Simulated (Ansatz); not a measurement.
Al$_{2}$Au (fluorite or antifluorite type, space group No. 225) at seven volumes, DFT-r²SCAN in the program Ansatz with PAW potentials, scaled uniformly. One row is withheld.

| V (Å³/atom) | P (GPa) |
|---|---|
| 16.462 | 13.88 |
| 17.004 | ? |
| 17.547 | 3.87 |
| 18.090 | 0.00 |
| 18.632 | -3.26 |
| 19.175 | -6.00 |
| 19.718 | -8.30 |

Question: Fit the shown pressures and predict the withheld one.

Answer: Third-order Birch–Murnaghan: P = (3/2)B₀(x^(7/2) − x^(5/2))[1 + (3/4)(B′ − 4)(x − 1)] with x = (V₀/V)^(2/3). Least squares on the six rows gives V₀ = 18.090 Å³/atom, B₀ = 117.9 GPa, B′ = 4.69. At V = 17.004, x = 1.0421 and P = 8.44 GPa. The run itself gave 8.45 GPa.

Space group Fm-3m (fluorite or antifluorite type). The cell was relaxed with r²SCAN under the symmetry of its start. Spin–orbit coupling is left out wherever it is not named.

Potentials: the earlier of the program's two PAW sets.
